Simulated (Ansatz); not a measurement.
LuZn$_{12}$:
```
LuZn12
1.0
   -4.35146     4.35146     2.55359
    4.35146    -4.35146     2.55359
    4.35146     4.35146    -2.55359
Lu Zn
1 12
Direct
  0.00000   0.00000   0.00000
  0.00000   0.00000   0.50000
  0.00000   0.50000   0.00000
  0.50000   0.50000   0.50000
  0.50000   0.00000   0.00000
  0.35325   0.00000   0.35325
  0.64675   0.00000   0.64675
  0.00000   0.64675   0.64675
  0.00000   0.35325   0.35325
  0.28399   0.50000   0.78399
  0.71601   0.50000   0.21601
  0.50000   0.71601   0.21601
  0.50000   0.28399   0.78399
```

Relaxed with r²SCAN. Special points in fractions of this cell's reciprocal vectors: Γ (0.000, 0.000, 0.000); X (0.000, 0.000, 0.500); M (-0.500, 0.500, 0.500); Z (0.336, 0.336, -0.336); Z0 (-0.336, 0.664, 0.336); P (0.250, 0.250, 0.250); N (0.000, 0.500, 0.000).

Problem. List the band energies nearest the Fermi level at these points for r²SCAN in the plane-wave PAW code Ansatz.

Solution. In eV from the Fermi level; about four levels below and three above (degenerate sets whole), none deeper than 8.9 eV; points with the same levels are listed once.

```tsv
k	below	above
Γ	-1.66 -1.59 -1.52 -0.98	1.60 3.38 3.76 3.76
X	-2.40 -1.16 -0.67 -0.38	0.25 0.74 0.94
M	-1.21 -1.12 -0.80 -0.61	0.89 0.89 1.19
Z	-2.06 -0.53 -0.50 -0.26	0.01 0.01 0.28
P	-3.19 -2.87 -2.87 -2.49	0.63 0.63 0.76
N	-1.98 -1.32 -1.28 -0.98	0.82 0.89 1.21
```

Space group I4/mmm. The workflow started from a Materials Project entry (that database holds measured and hypothetical structures alike); the Crystallography Open Database copy checked does not list it. Its standing as an ambient phase is unchecked. The cell was relaxed with r²SCAN under the symmetry of its start; its stability against distortions is not shown here. Spin–orbit coupling is left out wherever it is not named.

Potentials: the later of the program's two PAW sets.
